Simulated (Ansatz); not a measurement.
**Data sheet: Rb₂NbF₆ (DFT)**

Rb2NbF6:
```yaml
crystal:
  lattice:
    - [6.22497, 0.00000, 0.00000]
    - [-3.11248, 5.39098, 0.00000]
    - [0.00000, 0.00000, 4.72405]
  atoms:
    - { symbol: Rb, position: [0.33333, 0.66667, 0.69776] }
    - { symbol: Rb, position: [0.66667, 0.33333, 0.30224] }
    - { symbol: Nb, position: [0.00000, 0.00000, 0.00000] }
    - { symbol: F, position: [0.84265, 0.15735, 0.78407] }
    - { symbol: F, position: [0.15735, 0.84265, 0.21593] }
    - { symbol: F, position: [0.84265, 0.68529, 0.78407] }
    - { symbol: F, position: [0.15735, 0.31471, 0.21593] }
    - { symbol: F, position: [0.31471, 0.15735, 0.78407] }
    - { symbol: F, position: [0.68529, 0.84265, 0.21593] }
```
The run is spin-polarised; directions of the spins, atom by atom: 0 0 ↑ 0 0 0 0 0 0.

Space group P-3m1 (No. 164); conventional cell a = 6.2250 Å, b = 6.2250 Å, c = 4.7240 Å, α = 90.00°, β = 90.00°, γ = 120.00°.

Method: DFT-HSE06 in the program Ansatz with PAW potentials. Geometry: relaxed at this level of theory. Other levels are named where they apply.

### Cell and energy

Volume per atom: 17.61 Å³
Density: 3.96 g/cm³

### Electronic structure

- Band gap: 2.30 eV (indirect)
- Valence-band maximum: at H
- Conduction-band minimum: at Γ
- Smallest direct gap on the standard path: 2.34 eV

### Magnetism

- Magnetic order = ferromagnetic
- Net moment = 0.11 μB per atom

### Mechanics

- Bulk modulus (Birch–Murnaghan fit): 23.4 GPa
- Pressure derivative B′: 6.6

### Charges

- Bader charges = Rb +0.93, Nb +2.77, F -0.77 e

The workflow started from a Materials Project entry (that database holds measured and hypothetical structures alike); the Crystallography Open Database files this formula in space group No. 164, but the cells were not matched. Its standing as an ambient phase is unchecked. The HSE06 relaxation kept the symmetry of its start; its stability against distortions is not shown here. Spin order of the final state: ferromagnetic, the only order run, not a proven ground state. The cell computed holds one magnetic atom, so no antiferromagnetic order was within reach. Other orbital occupations within this spin state were not tried. The hybrid was solved on a coarse mesh, the path and, where they were found, the r²SCAN edge points; its band edges are the extreme levels among these. Scalar-relativistic: spin–orbit coupling is off unless named, which matters more the heavier the elements.

Potentials: the later of the program's two PAW sets.
